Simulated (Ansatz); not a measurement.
Lu2CdS4:
```xyz
14
Lattice="0.0000 5.5297 5.5297 5.5297 0.0000 5.5297 5.5297 5.5297 0.0000" Properties=species:S:1:pos:R:3 pbc="T T T"
S      9.7673     9.7673     9.7673
S      4.0570     7.0024     7.0024
S      6.8218     6.8218     9.7673
S      7.0024     4.0570     7.0024
S      9.7673     6.8218     6.8218
S      4.0570     4.0570     4.0570
S      6.8218     9.7673     6.8218
S      7.0024     7.0024     4.0570
Lu     1.3824     1.3824     1.3824
Lu     1.3824     4.1473     4.1473
Lu     4.1473     4.1473     1.3824
Lu     4.1473     1.3824     4.1473
Cd     5.5297     5.5297     5.5297
Cd     8.2946     8.2946     8.2946
```

Plane-wave PAW r²SCAN (Ansatz code) gives a gap of 1.56 eV without spin–orbit coupling, maximum at Γ, minimum at Γ.

**Question.** What happens when spin–orbit coupling is switched on?

**Answer.** The gap falls by 0.04 eV, to 1.52 eV; maximum at Γ, minimum at Γ.

**Question.** How large is the spin–orbit splitting of the valence top at Γ?

**Answer.** The fourfold level lies 0.10 eV above the split-off pair.

**Question.** Give the electron effective mass with spin–orbit coupling.

**Answer.** 0.25 mₑ (isotropic).

**Question.** Give the hole effective mass with spin–orbit coupling, band 1 of 2 at the edge.

**Answer.** 0.86 along [100], 1.4 along [110], 1.8 along [111] (mₑ).

**Question.** Give the hole effective mass with spin–orbit coupling, band 2 of 2 at the edge.

**Answer.** 0.34 along [100], 0.29 along [110], 0.28 along [111] (mₑ).

Space group Fd-3m (spinel). The workflow started from an entry of the Crystallography Open Database (COD). Its standing as an ambient phase is unchecked. The cell was relaxed with r²SCAN under the symmetry of its start; whether a distortion lowers the energy is not shown.

Potentials: the later of the program's two PAW sets.
